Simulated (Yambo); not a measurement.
CsO (space group Immm, No. 71), G0W0@LDA (Yambo, plasmon pole, terminator in G, 4×4×4 mesh): gap Γ → (-0.5, -0.5, -0.5) in eV by bands and screening block.

| bands (W and G) | 2 Ry | 3 Ry | 4 Ry | 5 Ry | 6 Ry |
|---|---|---|---|---|---|
| 29 | 4.33 | 4.14 | 4.02 | 4.00 | 3.97 |
| 43 | 3.97 | … | 3.68 | 3.66 | 3.64 |
| 62 | 3.78 | 3.62 | 3.51 | 3.51 | 3.49 |
| 86 | 3.69 | … | 3.44 | 3.45 | 3.44 |
| 110 | 3.66 | … | 3.41 | 3.42 | 3.42 |

Task: Estimate the withheld gaps from their neighbours; the computed values follow.

Result: 
- 43, 3 Ry: 3.79
- 86, 3 Ry: 3.53
- 110, 3 Ry: 3.50

The largest settings aren't shown to be the converged limit.

Geometry relaxed with LDA; primitive cell a = b = c = 5.225 Å, α = 132.81°, β = 107.16°, γ = 91.46°.

The structure is a Materials Project entry; no match was found in the copy of COD used, and its stability was not checked.
